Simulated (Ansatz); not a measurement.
Relaxed-ion elastic tensor of C in space group Pnma (No. 62; C on 4c, C on 4c, C on 4c, C on 4c) in GPa (Voigt order), DFT-r²SCAN in the program Ansatz with PAW potentials; density 3.38 g/cm³, 5.89 Å³ per atom.

```csv
,1,2,3,4,5,6
1,924,52.4,171,0.0,0.0,0.0
2,52.4,1140,82.8,0.0,0.0,0.0
3,171,82.8,1100,0.0,0.0,0.0
4,0.0,0.0,0.0,553,0.0,0.0
5,0.0,0.0,0.0,0.0,483,0.0
6,0.0,0.0,0.0,0.0,0.0,415
```

**Question.** Is the crystal mechanically stable?

**Answer.** Yes: the smallest eigenvalue of C is 415 GPa.

**Question.** Work out the Voigt, Reuss and Hill averages.

**Answer.** K_V = 419, K_R = 416, K_H = 417; G_V = 480, G_R = 473, G_H = 476 GPa.

**Question.** Give Young's modulus, Poisson's ratio, Pugh's ratio and the universal anisotropy index.

**Answer.** E = 9KG/(3K + G) = 1040 GPa; ν = 0.09; K/G = 0.88 (brittle by the Pugh limit of 1.75); A_U = 5G_V/G_R + K_V/K_R − 6 = 0.09.

**Question.** Estimate the sound speeds and the Debye temperature.

**Answer.** v_l = √((K + 4G/3)/ρ) = 17600 m/s, v_t = √(G/ρ) = 11900 m/s, mean 13000 m/s; Θ = (h/k)(3n/4πV)^(1/3) v_m = 2140 K.

**Question.** Solve the Christoffel equation for the three sound speeds along x, y, z.

**Answer.** Eigenvalues of C_ijkl n_j n_l equal ρv². In km/s, slowest first: x 11.08, 11.95, 16.53; y 11.08, 12.78, 18.33; z 11.95, 12.78, 18.00.

**Question.** How much does each axis shrink under pressure?

**Answer.** Linear compressibilities β_i = Σ_j S_ij (j = 1 to 3): x 0.91, y 0.79, z 0.71 per TPa.

The start of the workflow was typed in or built on a structure type; neither database checked (COD, Materials Project) lists it. It is not the phase usual at ambient conditions (space group No. 194, 227). The r²SCAN relaxation kept the symmetry of its start; its stability against distortions is not shown here.

Potentials: the later of the program's two PAW sets.
